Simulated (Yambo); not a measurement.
BaTiO3 (space group P4mm, No. 99), G0W0@LDA in Yambo with this input:

```
rim_cut
gw0
dyson
el_el_corr
HF_and_locXC
ppa
em1d
RandQpts= 1000000
RandGvec= 1 Ry
EXXRLvcs= 84 Ry
VXCRLvcs= 336 Ry
Chimod= "HARTREE"
% BndsRnXp
 2 | 127 |
%
NGsBlkXp= 8 Ry
% LongDrXp
 1.0 | 1.0 | 1.0 |
%
PPAPntXp= 27.2114 eV
% GbndRnge
 1 | 127 |
%
GTermKind= "BG"
DysSolver= "n"
ExtendOut
```

On a 4×4×4 mesh, with wavefunctions cut at 84 Ry, the gap (A → Γ) is 3.391 eV and the valence edge shifts by -0.324 eV.

Task: What happens with this change: exchange cut at 40 Ry?

Result: The gap rises by 0.032 eV, to 3.423 eV; the shift of the valence edge becomes -0.275 eV. Neither run is shown to be the converged limit.

Geometry of the Materials Project entry, not relaxed at this level; primitive cell a = 3.990 Å, b = 3.990 Å, c = 4.103 Å, α = 90.00°, β = 90.00°, γ = 90.00°.

A shift is the quasiparticle energy of the state minus its LDA energy.
